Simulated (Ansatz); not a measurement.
Space group Cmcm (No. 63). a = 3.291 Å, b = 11.017 Å, c = 4.337 Å, α = 90.00°, β = 90.00°, γ = 90.00°
```csv
atom,site,symmetry,x,y,z
Sc,4c,m2m,0.5000,0.6627,0.2500
Al,4c,m2m,0.5000,0.9304,0.2500
```

Equation of state of this ScAl structure (not necessarily the ground state), with shape and atoms relaxed at each volume where symmetry leaves them free. It has no gap at any of these volumes. Level of theory: Ansatz, DFT PBEsol, scalar-relativistic, plane waves, PAW.

Cutoff 420 eV; k points 14×14×10 on the computed 4-atom cell (Γ-centred); Gaussian smearing, width 0.10 eV; no spin polarisation.

| V (Å³/atom) | E − E(largest V) (meV/atom) | P (GPa) |
| --- | --- | --- |
| 18.474 | 2.53 | 5.27 |
| 19.064 | -11.38 | 2.44 |
| 19.654 | -15.61 | -0.02 |
| 20.243 | -11.44 | -2.16 |
| 20.833 | 0.00 | -4.01 |

Q: Fit a third-order Birch–Murnaghan equation to E(V).

A: V0 = 19.64 Å³/atom, B0 = 76 GPa, B0' = 3.8.